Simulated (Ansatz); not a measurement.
Crystals of one structure type (zinc blende), relaxed and computed with LDA (plane waves, PAW; program Ansatz).

```json
[
 {"crystal": "BeSe", "a (Å)": "(withheld)", "gap (eV)": "(withheld)", "K_Hill (GPa)": "(withheld)", "G_Hill (GPa)": "(withheld)", "B₀ by P(V) fit (GPa)": "(withheld)", "Θ_D (K)": "(withheld)"},
 {"crystal": "ZnSe", "a (Å)": "5.568", "gap (eV)": "1.25", "K_Hill (GPa)": "71.7", "G_Hill (GPa)": "31.2", "B₀ by P(V) fit (GPa)": "71.6", "Θ_D (K)": "283"},
 {"crystal": "CdSe", "a (Å)": "6.007", "gap (eV)": "0.40", "K_Hill (GPa)": "58.0", "G_Hill (GPa)": "16.5", "B₀ by P(V) fit (GPa)": "57.9", "Θ_D (K)": "187"},
 {"crystal": "HgSe", "a (Å)": "6.063", "gap (eV)": "none", "K_Hill (GPa)": "57.9", "G_Hill (GPa)": "15.0", "B₀ by P(V) fit (GPa)": "57.9", "Θ_D (K)": "149"}
]
```

### Question
Some entries are withheld; supply them.

### Answer

- BeSe, a (Å): 5.081
- BeSe, gap (eV): 2.40
- BeSe, K_Hill (GPa): 84.0
- BeSe, G_Hill (GPa): 56.8
- BeSe, B₀ by P(V) fit (GPa): 83.9
- BeSe, Θ_D (K): 463

All cells were relaxed under the symmetry of their starts (and spin orders); stability against distortions was not tested throughout. Scalar-relativistic: spin–orbit coupling is off unless named, which matters more the heavier the elements.

Potentials: the later of the program's two PAW sets.
